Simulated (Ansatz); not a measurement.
Relaxed LiF (rock salt):

```
LiF
1.0
    0.00000     2.03393     2.03393
    2.03393     0.00000     2.03393
    2.03393     2.03393     0.00000
F Li
1 1
Direct
  0.00000   0.00000   0.00000
  0.50000   0.50000   0.50000
```

In each cell atom 1 (F, nearest neighbour Li at 2.034 Å; its periodic images, 2.9 Å or more away, move with it) moves by s·(0.707, 0.707, 0.000) (along Cartesian [110]), the rest being held.

Computed with PBE (plane waves to 420 eV, PAW, scalar-relativistic; Ansatz, a first-principles code). k mesh 11×11×11 (Γ-centred), Fermi-Dirac smearing 0.05 eV. The energy includes the smearing's −TS. LiF was relaxed with its symmetry unable to fall. ΔE is measured from the undisplaced structure.

```json
[
 {"s (Å)": "-0.200", "ΔE (meV/cell)": "28.0"},
 {"s (Å)": "-0.160", "ΔE (meV/cell)": "withheld"},
 {"s (Å)": "-0.120", "ΔE (meV/cell)": "9.7"},
 {"s (Å)": "-0.080", "ΔE (meV/cell)": "4.3"},
 {"s (Å)": "-0.040", "ΔE (meV/cell)": "1.1"},
 {"s (Å)": "0.000", "ΔE (meV/cell)": "0.0"},
 {"s (Å)": "0.040", "ΔE (meV/cell)": "1.1"},
 {"s (Å)": "0.080", "ΔE (meV/cell)": "4.3"},
 {"s (Å)": "0.120", "ΔE (meV/cell)": "9.7"},
 {"s (Å)": "0.160", "ΔE (meV/cell)": "withheld"},
 {"s (Å)": "0.200", "ΔE (meV/cell)": "28.0"}
]
```

Fit an even polynomial form (powers 2, 4) to the given rows and predict ΔE at s = 0.160.

Least squares on the 9 given rows: ΔE = (661.3)·s² + (966.3)·s⁴, in meV/cell with s in Å; root-mean-square residual 0.03 meV/cell. At 0.160 the fit gives 17.6 meV/cell; the calculation gives 17.6 meV/cell, the same to the digits shown. The quadratic term alone would give 16.9 meV/cell.

(For displaced atoms, the force is minus the slope of the energy, and its curvature is a force constant, which sets phonon frequencies.)
